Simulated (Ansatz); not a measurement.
SiC (4H polytype), relaxed and computed with several functionals in Ansatz (plane waves, PAW).

| functional | a (Å) | c (Å) | V (Å³/atom) | gap (eV) | B₀ by P(V) fit (GPa) |
|---|---|---|---|---|---|
| PBE | 3.094 | 10.129 | 10.50 | 2.22 | 213 |
| LDA | ? | ? | ? | ? | ? |
| HSE06 | 3.073 | 10.056 | 10.28 | 3.15 | 233 |

Problem. Fill in the missing entries.

Solution. 
- LDA, a (Å): 3.058
- LDA, c (Å): 10.012
- LDA, V (Å³/atom): 10.14
- LDA, gap (eV): 2.18
- LDA, B₀ by P(V) fit (GPa): 230

All cells were relaxed under the symmetry of their starts (and spin orders); stability against distortions was not tested throughout.

Potentials: the later of the program's two PAW sets.

Ansatz (an electronic-structure program) is a plane-wave DFT program.
